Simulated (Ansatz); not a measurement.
Si₃N₄ in space group P6_3/m (No. 176; Si on 6h, N on 6h, N on 2c), r²SCAN (plane waves, PAW; program Ansatz). The conduction-band minimum lies at Γ, with 1 equivalent valley. Second derivatives d²E/dk² of the lowest band at one valley (eV·Å²), along Cartesian directions:

```
direction  d²E/dk²
---------  -------
[100]        5.433
[010]        5.433
[001]        35.41
[110]        5.433
[101]        20.42
[011]        20.42
```

**Question.** Find the principal effective masses, the density-of-states mass and the conductivity mass.

**Answer.** Off-diagonal terms follow from H_xy = H[110] − (H_xx + H_yy)/2, and m*/mₑ = 7.620 eV·Å² over each eigenvalue: 0.22, 1.4, 1.4. One valley's DOS mass (m₁m₂m₃)^(1/3) = 0.75, conductivity mass 3/(Σ 1/mᵢ) = 0.49 mₑ.

**Question.** What effective density of states Nc follows at 300 K for parabolic valleys?

**Answer.** Nc = 2.509e19 × 1 × (0.75)^(3/2) ≈ 1.6e19 cm⁻³.

The cell was relaxed with r²SCAN under the symmetry of its start.

Potentials: the later of the program's two PAW sets.

Edges and masses are those of Kohn–Sham bands, whose gap is no quasiparticle gap.
